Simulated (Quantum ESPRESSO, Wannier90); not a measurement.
**Wannierisation of SrO (rock salt)**

```
SrO
1.0
    0.00000     2.58379     2.58379
    2.58379     0.00000     2.58379
    2.58379     2.58379     0.00000
Sr O
1 1
Cartesian
  2.58379   2.58379   2.58379
  0.00000   0.00000   0.00000
```

Structure: Materials Project mp-2472, symmetrised, not relaxed again. COD (Crystallography Open Database) has an entry of this formula and space group (matched by these alone). Level: PBEsol, no spin polarisation, no spin-orbit coupling; pw.x of Quantum ESPRESSO at 68 Ry with PseudoDojo potentials, 8×8×8 k-points, Wannier90. Density: 10×10×10 mesh, cold smearing 0.01 Ry.

Functional, cutoff and mesh named above are those of the base row (PBEsol); the first column says what each row takes instead. Model: 3 functions from bands 6-8, start SCDM (isolated) (the valence bands). Energies are relative to the valence-band maximum; the misfit is to pw.x on a path, for all bands of the set. The functional changes, each with its own PseudoDojo files and their cutoffs, on the same cell. Ω_total can sit in another minimum from row to row; Ω_I of an isolated set cannot.

```csv
functional,Ω_I (Å²),Ω_total (Å²),rms misfit (meV),gap (eV),bottom of band 6 (eV)
LDA,4.17,4.19,0.6,3.18,-2.18
PBE,4.07,4.09,0.5,3.33,-2.11
PBEsol,4.15,4.16,0.6,3.22,-2.16
```
